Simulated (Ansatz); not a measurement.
Here is the system:

YSb (rock salt, Fm-3m), a = 6.1171 Å, b = 6.1171 Å, c = 6.1171 Å, α = 90.00°, β = 90.00°, γ = 90.00°; the cell used has 2 atoms.

This is the PBEsol-relaxed structure.

### Question
All from plane-wave PAW PBEsol (Ansatz code), unless another level is named. Estimate the highest zone-centre frequency.

### Answer
169 cm⁻¹.

### Question
What about the Hill bulk and shear moduli?

### Answer
65.4 and 37.3 GPa.

### Question
And the elastic constants (relaxed ions, GPa)?

### Answer
C11 = 162, C12 = 17.1, C44 = 23.0.

The workflow started from a Materials Project entry (that database holds measured and hypothetical structures alike); the Crystallography Open Database files this formula in space group No. 225, but the cells were not matched. Whether it is the stable phase at ambient conditions was not checked. The cell was relaxed with PBEsol under the symmetry of its start; of distortions, only those at the zone centre were tested. The run is not spin-polarised. As this level gives no gap, shear constants depend on the k-mesh and smearing (Fermi–Dirac, 0.1 eV here). As this level gives no gap, phonon frequencies hold no LO–TO term and depend on the k-mesh and smearing (Fermi–Dirac, 0.1 eV here). Scalar-relativistic: spin–orbit coupling is off unless named, which matters more the heavier the elements.

Potentials: the later of the program's two PAW sets.
